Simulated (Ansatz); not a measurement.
The slice is one period of a (0001) plane through atoms; its size isn't given.

Calculation: PBE (plane waves to 420 eV, PAW, scalar-relativistic; Ansatz, an electronic-structure program). Inside the PAW spheres the values are not all-electron values, and peaks at nuclei hang on which shells count as valence.

```
|9975310000013579|
|8765310000013567|
|6653210000012356|
|4332100000001233|
|2211000000000112|
|0000000000000000|
|0000000000000000|
|0000000111000000|
|0000011222110000|
|0000123343321000|
|0000235666532000|
|0001356787653100|
|0001357999753100|
|0002468999864200|
|0001357999753100|
|0001356787653100|
|0001235666532100|
|0000123343321000|
|0000011222110000|
|0000000000000000|
|0000000000000000|
|1100000000000001|
|2211000000000112|
|4332100000001233|
|6653200000002356|
|8765310000013567|
|9975310000013579|
|9986420000024689|
```
Scale: ten equal steps from -1.03 (start of '0') to 1.68 (end of '9'), in the order '0123456789'. Values: log₁₀ of the valence density in e/Å³. The map has 16 points along u (one character each, u = 0 at the left) and 28 along v (v = 0 in the bottom row). The scale is logarithmic, as a density can span decades between atoms and voids.

```
|xxxxxx@@++..  ..--..  ..++@@xxxx|
|xxxx@@##--    --==--    --##@@xx|
|@@@@##==..  ..++**++..  ..==##@@|
|**++--..  ..--**##**--..  ..--++|
|....      ::++######++::      ..|
|        ..--++******++--..      |
|    ....::::::::::::::::::....  |
|::::::....              ....::::|
|--::..        ......        ..::|
|--::..    ..--++**++--..    ..::|
|::..    ..==%%@@@@@@%%==..    ..|
|::..    --%%@@xxxxxx@@%%--    ..|
|..      ++@@xxxxxxxxxx@@++      |
|::..  ..++@@xxxxxxxxxx@@++..  ..|
|--..  ..++@@xxxxxxxxxx@@++..  ..|
|==--    --##@@xxxxxx@@##--    --|
|**++..  ..==##@@@@@@##==..  ..++|
|##**--..  ..--++**++--..  ..--**|
|####++::      ......      ::++##|
|****++--..              ..--++**|
|::::::::::....      ....::::::::|
|        ....::::::::::....      |
|....        ..::--::..        ..|
|**++--..    ..::--::..    ..--++|
|@@@@%%==..    ..::..    ..==%%@@|
|xxxx@@%%--    ..::..    --%%@@xx|
|xxxxxx@@++      ..      ++@@xxxx|
|xxxxxx@@++..  ..::..  ..++@@xxxx|
```
Scale: ten equal steps from 0.09 (start of ' ') to 0.84 (end of '@'), in the order ' .:-=+*#%@'. Values: electron localisation function (ELF). The map has 16 points along u (two characters each, u = 0 at the left) and 28 along v (v = 0 in the bottom row). Points within 0.5 Å of a nucleus are blanked (x), as the pseudised field means little there.

Question: Which relaxed crystal do these maps come from?
(A) Ti (hcp, Mg type)
(B) Zr (hcp, Mg type)
(C) Lu (hcp, Mg type)

Answer: C, Lu (hcp, Mg type). Atoms on the slice: Lu at (0.00, 0.00); Lu at (0.50, 0.50)

All were relaxed with their symmetry unable to fall. Lu is run without spin polarisation. Ti is run without spin polarisation. Zr is run without spin polarisation.
